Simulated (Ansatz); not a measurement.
Data:

InAs (rock salt, Fm-3m), a = b = c = 5.6517 Å, α = β = γ = 90.00°; the cell used has 2 atoms.

This is the PBEsol-relaxed structure.

Task: All from the program Ansatz at the PBEsol level (PAW), unless another level is named. Estimate the electronic character.

Result: metallic (no gap).

Task: Predict the formation energy from the elements (no fitted shifts).

Result: -0.060 eV/atom.

Task: Give the density of states at the Fermi level.

Result: 0.59 states/eV per atom (mean over ±0.08 eV).

Task: Give the gap with spin–orbit coupling.

Result: none (metallic).

The first step of the workflow began from a Materials Project structure, measured or hypothetical; the Crystallography Open Database copy checked does not list it. It is not the phase usual at ambient conditions (space group No. 216). The PBEsol relaxation kept the symmetry of its start; of distortions, only those at the zone centre were tested. The references are the lowest solids computed at this level, not always the standard phases. Scalar-relativistic: spin–orbit coupling is off unless named, which matters more the heavier the elements.

Potentials: the later of the program's two PAW sets.
